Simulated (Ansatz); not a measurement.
PbC$_{8}$:
```yaml
crystal:
  lattice:
    - [4.92075, 0.00000, 0.00000]
    - [-2.46038, 4.26150, 0.00000]
    - [0.00000, 0.00000, 6.40546]
  atoms:
    - { symbol: C, position: [0.16705, 0.33410, 0.00000] }
    - { symbol: C, position: [0.16705, 0.83295, 0.00000] }
    - { symbol: C, position: [0.66667, 0.33333, 0.00000] }
    - { symbol: C, position: [0.66590, 0.83295, 0.00000] }
    - { symbol: C, position: [0.33410, 0.16705, 0.00000] }
    - { symbol: C, position: [0.33333, 0.66667, 0.00000] }
    - { symbol: C, position: [0.83295, 0.16705, 0.00000] }
    - { symbol: C, position: [0.83295, 0.66590, 0.00000] }
    - { symbol: Pb, position: [0.00000, 0.00000, 0.50000] }
```

Relaxed with PBE+D3(BJ). Special points in fractions of this cell's reciprocal vectors: Γ (0.000, 0.000, 0.000); M (0.500, 0.000, 0.000); K (0.333, 0.333, 0.000); A (0.000, 0.000, 0.500); L (0.500, 0.000, 0.500); H (0.333, 0.333, 0.500).

Problem. List the band energies nearest the Fermi level at these points for the program Ansatz at the PBE+D3(BJ) level (PAW).

Solution. In eV from the Fermi level; about four levels below and three above (degenerate sets whole), none deeper than 8.9 eV; points with the same levels are listed once.

| k | below | above |
|---|---|---|
| Γ | -3.44 -3.44 -3.23 -0.23 | 0.65 0.65 1.39 1.39 |
| M | -5.98 -5.97 -3.82 -3.77 -1.08 | 0.79 1.53 1.81 |
| K | -0.99 -0.99 -0.53 -0.53 | 1.58 5.42 5.46 5.46 |
| A | -3.54 -3.54 -3.24 -0.40 | 0.62 0.62 0.62 |
| L | -5.98 -5.97 -3.93 -3.65 -0.61 | 0.19 1.22 1.80 |
| H | -6.39 -6.39 -5.86 -1.09 -1.09 | 0.03 0.03 0.28 |

Space group P6/mmm. A made-up cell: these elements were put on the sites of a structure type; neither database checked (COD, Materials Project) lists it. Whether it is the stable phase at ambient conditions was not checked. The cell was relaxed with PBE+D3(BJ) under the symmetry of its start; its stability against distortions is not shown here. Scalar-relativistic: spin–orbit coupling is off unless named, which matters more the heavier the elements.

Potentials: the later of the program's two PAW sets.
